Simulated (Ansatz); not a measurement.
**How far is PAW off for Si2W?**

```
CELL_PARAMETERS angstrom
-1.60600 1.60600 3.94000
1.60600 -1.60600 3.94000
1.60600 1.60600 -3.94000
ATOMIC_POSITIONS crystal
Si 0.33300 0.33300 0.00000
Si 0.66700 0.66700 0.00000
W 0.00000 0.00000 0.00000
```

Atom numbers follow the list: Si1, Si2, W3.

The cell comes from COD entry 1010283, which wasn't checked; take it as a given geometry. It differs from other determinations.

Spin–orbit coupling is left out, though it moves levels of the heavy atoms by tenths of an eV or more.

Methods: DFT, LDA, PAW with Ansatz's default frozen-core files, scalar-relativistic (Ansatz 0.2.0); DFT, LDA, all-electron LAPW, scalar-relativistic (Ansatz 0.2.0).

For PAW: a Γ-centred 11×11×14 k mesh, Fermi–Dirac smearing of 0.05 eV, cutoff 420 eV, no spin polarisation; the PAW files were made with PBE, and the program remakes their frozen cores for this functional; this mesh doesn't keep the crystal's whole symmetry, which leaves small spurious terms. LAPW targets a basis error of 1 meV/atom. The Ansatz runs share mesh, smearing and spin set-up. Plane-wave (PAW) pressures include the program's estimate of the Pulay term.

Stress and pressure are positive in compression.

Levels count from the Fermi level.

PAW results:

| quantity | PAW |
| --- | --- |
| pressure (GPa) | -7.25 |
| stress xx (GPa) | -6.20 |
| stress zz (GPa) | -9.36 |
| force on Si1, z (eV/Å) | 0.328 |
| highest filled level at Γ (eV) | -2.840 |
| lowest empty level at Γ (eV) | 0.650 |
| highest filled level at N (eV) | -0.444 |
| lowest empty level at N (eV) | 2.647 |

Task: What does full-potential LAPW give for the same quantities?

Result: 
```tsv
quantity	LAPW
pressure (GPa)	-7.28
stress xx (GPa)	-6.22
stress zz (GPa)	-9.41
force on Si1, z (eV/Å)	0.331
highest filled level at Γ (eV)	-2.841
lowest empty level at Γ (eV)	0.649
highest filled level at N (eV)	-0.445
lowest empty level at N (eV)	2.646
```
